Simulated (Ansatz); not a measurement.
ZnSi2O in space group R3m (No. 160; Zn on 3a, O on 3a, Si on 3a, Si on 3a) under volume change, the program Ansatz at the r²SCAN level (PAW), shape and atoms relaxed at each volume.

```tsv
V (Å³/atom)	E − E(relaxed) (meV/atom)	P (GPa)
14.063	31.3	7.33
14.526	___	___
14.990	3.3	2.33
15.453	0.0	0.00
15.917	3.1	-2.10
16.381	11.9	-3.96
16.844	___	___
```

Q: Some entries are withheld; supply them.

A: 
- 14.526, E − E(relaxed) (meV/atom): 13.7
- 14.526, P (GPa): 4.85
- 16.844, E − E(relaxed) (meV/atom): 25.7
- 16.844, P (GPa): -5.57

Q: What does a third-order Birch–Murnaghan fit give for V₀, B₀ and B′?

A: V₀ = 15.46 Å³/atom, B₀ = 71.9 GPa, B′ = 1.9.

The start of the workflow was typed in or built on a structure type; neither database checked (COD, Materials Project) lists it. Whether it is the stable phase at ambient conditions was not checked. The r²SCAN relaxation kept the symmetry of its start; whether a distortion lowers the energy is not shown. The volume moved by 18 % from the start of the relaxation.

Potentials: the earlier of the program's two PAW sets. The files were generated under PBE; for other functionals the program regenerates the frozen cores, and for LDA and PBEsol the local potential too.
